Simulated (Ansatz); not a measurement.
Below is a relaxed structure of NaCl₄. The cell was found from a structure generator's guess, not taken from experiment.

Computed with DFT PBE, scalar-relativistic, plane waves, PAW in Ansatz 0.2.0. Cutoff 420 eV, Γ-centred mesh, Gaussian smearing, no spin polarisation.

```
Na Cl
1.0
     2.42139   -6.05878    0.00000
     2.42139    6.05878    0.00000
     0.00000    0.00000    5.15159
Na Cl
1 4
Direct
  0.00000 0.00000 0.00000
  0.76248 0.23752 0.00000
  0.23752 0.76248 0.00000
  0.74679 0.74679 0.50000
  0.25321 0.25321 0.50000
```

Energies over the elements count from the elements' standard structures at the same level (Cl₂ as a molecule), with no fitted energy shifts.

Question: Find its symmetry and describe it.

Answer: Cmmm (No. 65). Conventional cell: a = 4.843 Å, b = 12.118 Å, c = 5.152 Å. Around Na lie 6 Cl at 2.85–2.88 Å; Cl on a site of symmetry m2m has 2 Cl at 2.44 Å and 1 Na at 2.88 Å; Cl on a site of symmetry 2mm has 2 Cl at 2.39–2.45 Å and 2 Na at 2.85 Å.

Question: How far does it lie from the elements in energy?

Answer: −0.65 eV/atom. Whether it is stable depends on the other phases of the system, which aren't compared here.

Question: Is it a metal?

Answer: Yes, bands cross the Fermi level on the 8×8×8 mesh.

Question: From what recipe could a structure generator have reached it?

Answer: One such recipe: ordered vacancies on the cation sites of rutile (Cmmm, No. 65). Other recipes can lead to the same cell.

The last run used an 8×8×8 mesh for its 5-atom cell and Gaussian smearing of 0.10 eV. An odd number of electrons in the primitive cell allows no gap without spin; a larger cell or a magnetic state could open one. The cell is a metal run without spin; a magnetic state may lie lower. Symmetry constrained the relaxation, so the result can be a saddle point.
